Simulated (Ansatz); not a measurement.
# Cd4SeS3: a bulk modulus from differences

The structure comes from a generated guess, relaxed at this level; another structure or a mixture of phases may lie lower.

All numbers below come from Ansatz 0.2.0, DFT PBE, scalar-relativistic, plane waves, PAW. Settings of the last relaxation (8-atom cell): 420 eV, 6×6×6 k points, Gaussian smearing of 0.02 eV, no spin polarisation.

```cif
data_structure
_symmetry_space_group_name_H-M 'P 1'
_symmetry_Int_Tables_number 1
_cell_length_a 5.9920
_cell_length_b 5.9920
_cell_length_c 5.9920
_cell_angle_alpha 90.000
_cell_angle_beta 90.000
_cell_angle_gamma 90.000
_cell_volume 215.13
loop_
_atom_site_label
_atom_site_type_symbol
_atom_site_fract_x
_atom_site_fract_y
_atom_site_fract_z
_atom_site_occupancy
Cd1 Cd 0.24427 0.75573 0.24427 1
Cd2 Cd 0.24427 0.24427 0.75573 1
Cd3 Cd 0.75573 0.75573 0.75573 1
Cd4 Cd 0.75573 0.24427 0.24427 1
Se1 Se 0.50000 0.50000 0.50000 1
S1 S 0.50000 0.00000 0.00000 1
S2 S 0.00000 0.00000 0.50000 1
S3 S 0.00000 0.50000 0.00000 1
```

The cell was set to several volumes, with shape and atoms relaxed at each where symmetry leaves them free. Pressure is positive in compression, and energies count from the lowest row.

```csv
row,V (Å³/atom),P (GPa),ΔE (meV/atom),gap on mesh (eV)
1,23.665,8.82,79.2,1.13
2,24.472,6.04,42.0,1.07
3,25.278,?,?,?
4,26.085,1.71,4.3,0.94
5,26.892,0.04,0.0,0.87
6,27.699,-1.38,3.5,0.81
7,28.505,-2.57,13.5,0.75
8,29.581,-3.88,35.3,0.66
```

Question: Find B = −V·ΔP/ΔV from rows 4 and 6 and from rows 1 and 2, and from the two its slope B′ and its value B0 at zero pressure.

Answer: Rows 4 and 6 give −(26.085 + 27.699)/2 × (-1.38 − (1.71))/(27.699 − 26.085) = 51.5 GPa at a mean pressure of 0.17 GPa. Rows 1 and 2 give −(23.665 + 24.472)/2 × (6.04 − (8.82))/(24.472 − 23.665) = 82.9 GPa at a mean pressure of 7.43 GPa. So B′ = (82.9 − 51.5)/(7.43 − (0.17)) = 4.33 and B0 = 51.5 − 4.33 × (0.17) = 50.8 GPa. A third-order Birch–Murnaghan fit to all the energies gives B0 = 51.0 GPa and B′ = 4.6.

Question: Estimate the pressure and energy of row 3.

Answer: From row 5, V0 = 26.892 × (1 + (0.04)/50.8) = 26.913 Å³/atom. Murnaghan's form P = (B0/B′)·[(V0/V)^B′ − 1] gives (50.8/4.33) × [(26.913/25.278)^4.33 − 1] = 3.66 GPa; the computed pressure is 3.69 GPa, so the estimate is off by -0.03 GPa. The work of compression from row 4, with the mean of the two pressures, gives ΔE = 4.3 + (3.66 + 1.71)/2 × (26.085 − 25.278)/160.2 × 1000 = 17.8 meV/atom (1 eV/Å³ = 160.2 GPa); the computed value is 17.7 meV/atom.

Question: Fit the gap against pressure through the other rows and estimate it at the computed pressure of row 3.

Answer: Over the 7 rows the mean pressure is 1.2543 GPa and the mean gap is 0.890 eV. The sums of products of deviations are S_xx = 129.8 and S_xy = 4.651, so the slope is 4.651/129.8 = 0.03583 (r = 0.99, rms misfit 0.03 eV). At 3.69 GPa the line gives 0.890 + (0.03583) × (3.69 − 1.2543) = 0.98 eV. The computed value is 1.00 eV, so the line is off by -0.02 eV, no more than the largest miss among the fitted rows (0.05 eV).

Kohn–Sham gaps at this level usually fall short of measured ones. All volumes keep the k mesh of the relaxed cell. A later test with randomly moved atoms came back to the same energy, though modes that don't fit the test's cell weren't probed.
